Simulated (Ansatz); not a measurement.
BN:
```xyz
8
Lattice="2.5480 0.0000 0.0000 -1.2740 2.2066 0.0000 0.0000 0.0000 8.3753" Properties=species:S:1:pos:R:3 pbc="T T T"
B      0.0000     0.0000     8.3734
B      0.0000     0.0000     4.1857
B      1.2740     0.7355     6.2854
B      0.0000     1.4711     2.0978
N      0.0000     0.0000     6.8105
N      0.0000     0.0000     2.6229
N      1.2740     0.7355     4.7088
N      0.0000     1.4711     0.5212
```

Cartesian axes are those of the cell as given.

### Question
Give the high-frequency dielectric tensor and the Born effective charge tensors of the independent atoms from DFPT, plane-wave PAW r²SCAN (Ansatz code).

### Answer

ε∞:
```
4.44  0.00  0.00
0.00  4.44  0.00
0.00  0.00  4.53
```
Z* of atom 1 (B), rows: field, columns: displacement, in e:
```
1.96  0.00  0.00
0.00  1.96  0.00
0.00  0.00  2.04
```
Z* of atom 3 (B), rows: field, columns: displacement, in e:
```
1.95  0.00  0.00
0.00  1.95  0.00
0.00  0.00  1.96
```
Z* of atom 5 (N), rows: field, columns: displacement, in e:
```
-1.95   0.00   0.00
 0.00  -1.95   0.00
 0.00   0.00  -2.01
```
Z* of atom 7 (N), rows: field, columns: displacement, in e:
```
-1.95   0.00   0.00
 0.00  -1.95   0.00
 0.00   0.00  -1.99
```

Static charges for comparison (Bader): B1 +2.26, B3 +2.25, N5 -2.26, N7 -2.25 e. Born charges measure polarisation by displacement and can exceed these by far.

Space group P6_3mc. A made-up cell: these elements were put on the sites of a structure type. Its sites differ from those of the usual phase in this space group: another stacking or structure type. The cell was relaxed with r²SCAN under the symmetry of its start; whether a distortion lowers the energy is not shown.

Potentials: the later of the program's two PAW sets.
